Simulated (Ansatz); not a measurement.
An Ansatz (a program for electronic structure) input:

Ansatz 0.2 input:
```yaml
crystal:
  lattice:
    - [5.7526878211, 0.0, 0.0]
    - [0.0, 5.7526878211, 0.0]
    - [0.0, 0.0, 5.7526878211]
  atoms:
    - { symbol: Cs, position: [0.0, 0.0, 0.0] }
    - { symbol: Sn, position: [0.5, 0.5, 0.5] }
    - { symbol: Br, position: [0.0, 0.5, 0.5] }
    - { symbol: Br, position: [0.5, 0.5, 0.0] }
    - { symbol: Br, position: [0.5, 0.0, 0.5] }
kpoints:
  mp_grid: { grid: [5, 5, 5] }
  band_path:
    path:
      - [[0.0, 0.0, 0.0], [0.0, 0.5, 0.0], [0.5, 0.5, 0.0], [0.0, 0.0, 0.0], [0.5, 0.5, 0.5], [0.0, 0.5, 0.0]]  # Γ-X-M-Γ-R-X
      - [[0.5, 0.5, 0.5], [0.5, 0.5, 0.0]]  # R-M
    npoints: 12
basis: { xc_grid: 2 }
hamiltonian:
  xc: pbesol
  pseudopotentials: { kind: paw }
magnetization: { noncollinear: true, spin_orbit: true }
scf:
  n_extra_bands: 12
  convergence: { dr2_threshold: 0.0000000001 }
  occupations: { method: gaussian, width: 0.05 }
output: { eigenvalues: true }
```

How many symmetry operations and irreducible k-points will the run report?

48 operations, 10 of 125 k-points.

With a cutoff of 420 eV, how many plane waves at Γ?

3743.

It took about 3.0 core-minutes (a rough figure) on shared server cores.

Space group Pm-3m (cubic perovskite). Symmetry was held in the PBEsol relaxation.

Potentials: the later of the program's two PAW sets.

Ansatz is a plane-wave DFT program.
